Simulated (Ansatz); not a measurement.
## Structure relaxation, BAs

The start is a relaxed BAs cell with every coordinate shifted by Gaussian noise of σ = 0.1 Å. The cell and all atomic positions are relaxed at zero pressure with PBEsol (plane waves to 420 eV, PAW, scalar-relativistic; Ansatz, a first-principles code). The first steps use a coarse 8×8×8 k-mesh.

The start:
```
BAs
1.0
    0.00000     2.38393     2.38393
    2.38393     0.00000     2.38393
    2.38393     2.38393     0.00000
As B
1 1
Cartesian
  3.52060   3.62448   3.55657
 -0.15754   0.03709   0.07940
```

Question: By how much does the energy per atom fall from start to end?

Answer: 81 meV/atom.

Question: How do the shortest distances between atoms change?

Answer: The closest pairs of elements (up to four, under 3.6 Å), start → end: As–B 1.96 → 2.06 Å; As–As 3.37 → 3.37 Å; B–B 3.37 → 3.37 Å.

It ends as:

```cif
data_As4B4
_chemical_formula_sum 'As4 B4'
_space_group_name_H-M_alt 'F-43m'
_space_group_IT_number 216
_space_group_name_Hall 'F -4 2 3'
_cell_length_a 4.76800
_cell_length_b 4.76800
_cell_length_c 4.76800
_cell_angle_alpha 90.000
_cell_angle_beta 90.000
_cell_angle_gamma 90.000
loop_
_atom_site_label
_atom_site_type_symbol
_atom_site_symmetry_multiplicity
_atom_site_Wyckoff_symbol
_atom_site_fract_x
_atom_site_fract_y
_atom_site_fract_z
_atom_site_occupancy
As1 As 4 c 0.25000 0.25000 0.25000 1
B1 B 4 b 0.50000 0.50000 0.50000 1
```
(The calculation used a cell of 2 atoms; values per cell refer to that cell.)

Final values are on a 12×12×12 k-mesh of the relaxed cell. No spin polarisation in the result.
